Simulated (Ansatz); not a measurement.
Problem. In (body-centred tetragonal, space group No. 139) is relaxed with r²SCAN (plane waves, PAW; program Ansatz). What lattice parameters of the conventional cell result?

Solution. a = 3.888 Å, c = 3.515 Å.

Space group I4/mmm (body-centred tetragonal). Its axis ratio c/a = 0.90 departs by over 6 % from that of the usual cell of this phase: another minimum, or an error of the functional. The cell was relaxed with r²SCAN under the symmetry of its start; whether a distortion lowers the energy is not shown. The volume moved by -49 % from the start of the relaxation. Axis ratios of metals converge slowly with the k-mesh, so a and c are less sure than the volume.

Potentials: the later of the program's two PAW sets.
